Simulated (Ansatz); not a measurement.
**Electric field gradients in Ti2C**

Theory: DFT PBEsol, scalar-relativistic, plane waves, PAW (Ansatz). Cutoff 420 eV, 8×8×8 k-points (Γ-centred), Fermi-Dirac smearing of 0.15 eV. No spin polarisation.

The cell, relaxed at this level:
```yaml
crystal:
  lattice:
    - [0.00000, 4.27315, 4.27315]
    - [4.27315, 0.00000, 4.27315]
    - [4.27315, 4.27315, 0.00000]
  atoms:
    - { symbol: Ti, position: [0.85847, 0.38051, 0.38051] }
    - { symbol: Ti, position: [0.38051, 0.38051, 0.38051] }
    - { symbol: Ti, position: [0.38051, 0.38051, 0.85847] }
    - { symbol: Ti, position: [0.86949, 0.39153, 0.86949] }
    - { symbol: Ti, position: [0.86949, 0.86949, 0.86949] }
    - { symbol: Ti, position: [0.39153, 0.86949, 0.86949] }
    - { symbol: Ti, position: [0.86949, 0.86949, 0.39153] }
    - { symbol: Ti, position: [0.38051, 0.85847, 0.38051] }
    - { symbol: C, position: [0.62500, 0.62500, 0.62500] }
    - { symbol: C, position: [0.12500, 0.62500, 0.62500] }
    - { symbol: C, position: [0.62500, 0.62500, 0.12500] }
    - { symbol: C, position: [0.62500, 0.12500, 0.62500] }
```

In a metal these results depend on the k mesh and the smearing.

Question: Give V_zz (10²¹ V/m²) and the asymmetry η at each distinct site.

Answer:
```tsv
atom	V_zz	η
Ti (atom 1)	0.073	0.00
C (atom 9)	-0.426	0.00
```

Whether Ti2C exists in this form wasn't checked.

Cost: 1 run of about 0.63 core-minutes, on Intel Xeon Platinum 8259CL (Skylake/Cascade Lake) (shared hosts).